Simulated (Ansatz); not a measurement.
TiRh:
```cif
data_RhTi
_chemical_formula_sum 'Ti1 Rh1'
_space_group_name_H-M_alt 'Pm-3m'
_space_group_IT_number 221
_space_group_name_Hall '-P 4 2 3'
_cell_length_a 3.04448
_cell_length_b 3.04448
_cell_length_c 3.04448
_cell_angle_alpha 90.000
_cell_angle_beta 90.000
_cell_angle_gamma 90.000
loop_
_atom_site_label
_atom_site_type_symbol
_atom_site_symmetry_multiplicity
_atom_site_Wyckoff_symbol
_atom_site_fract_x
_atom_site_fract_y
_atom_site_fract_z
_atom_site_occupancy
Ti1 Ti 1 b 0.50000 0.50000 0.50000 1
Rh1 Rh 1 a 0.00000 0.00000 0.00000 1
```

Relaxed with LDA.

Problem. Which orbitals make up the states near the Fermi level in plane-wave PAW LDA (Ansatz code)?

Solution. Within 0.5 eV of the Fermi level: Ti 3d 63 %, Rh 4d 30 %. Projections are on Löwdin-orthogonalised atomic valence shells; empty p or d shells of many metals are not among them.

Problem. Tabulate the density of states.

Solution. States/eV per cell of 2 atoms, in 0.25 eV bins, energy from the Fermi level.

```tsv
E (eV)	total	Rh 4d	Ti 3d	Ti 4s
-7.85	0.01	0.00	0.00	0.00
-7.60	0.06	0.00	0.00	0.03
-7.35	0.09	0.00	0.00	0.05
-7.10	0.13	0.00	0.00	0.07
-6.85	0.16	0.00	0.00	0.08
-6.60	0.19	0.01	0.00	0.10
-6.35	0.23	0.01	0.00	0.11
-6.10	0.29	0.02	0.01	0.13
-5.85	0.37	0.05	0.02	0.15
-5.60	0.94	0.40	0.12	0.20
-5.35	2.38	1.26	0.46	0.29
-5.10	2.97	1.75	0.54	0.26
-4.85	3.58	2.42	0.63	0.28
-4.60	2.77	1.99	0.52	0.15
-4.35	2.41	1.77	0.45	0.08
-4.10	3.84	2.88	0.70	0.12
-3.85	3.94	3.03	0.74	0.04
-3.60	3.15	2.42	0.63	0.01
-3.35	2.99	2.32	0.53	0.01
-3.10	3.16	2.46	0.51	0.03
-2.85	3.92	3.03	0.58	0.09
-2.60	2.35	1.64	0.43	0.10
-2.35	2.62	1.89	0.42	0.13
-2.10	1.58	0.87	0.42	0.14
-1.85	1.11	0.38	0.45	0.13
-1.60	0.97	0.27	0.42	0.13
-1.35	0.67	0.20	0.27	0.09
-1.10	0.54	0.16	0.23	0.06
-0.85	0.49	0.13	0.25	0.04
-0.60	0.74	0.29	0.36	0.03
-0.35	1.09	0.44	0.56	0.01
-0.10	2.45	0.96	1.30	0.03
0.15	3.52	0.99	2.22	0.10
0.40	4.21	0.93	3.02	0.07
0.65	3.68	0.72	2.70	0.04
0.90	4.65	0.85	3.45	0.02
1.15	3.45	0.56	2.50	0.02
1.40	1.75	0.23	1.35	0.02
1.65	1.39	0.17	1.14	0.02
1.90	1.75	0.22	1.44	0.02
2.15	3.21	0.43	2.67	0.03
2.40	3.65	0.45	3.09	0.04
2.65	1.66	0.30	1.24	0.03
2.90	0.56	0.11	0.34	0.03
3.15	0.45	0.07	0.24	0.04
3.40	0.90	0.06	0.46	0.22
3.65	0.79	0.05	0.34	0.18
3.90	0.72	0.05	0.27	0.15
4.15	0.67	0.05	0.22	0.14
4.40	0.63	0.04	0.18	0.13
4.65	0.60	0.04	0.15	0.12
```

The workflow started from a Materials Project entry (that database holds measured and hypothetical structures alike); the Crystallography Open Database copy checked does not list it. COD files the formula under space group No. 123. Its standing as an ambient phase is unchecked. The LDA relaxation kept the symmetry of its start. At this level the phase is mechanically unstable. No spin polarisation was allowed. Spin–orbit coupling is left out wherever it is not named.

Potentials: the later of the program's two PAW sets.
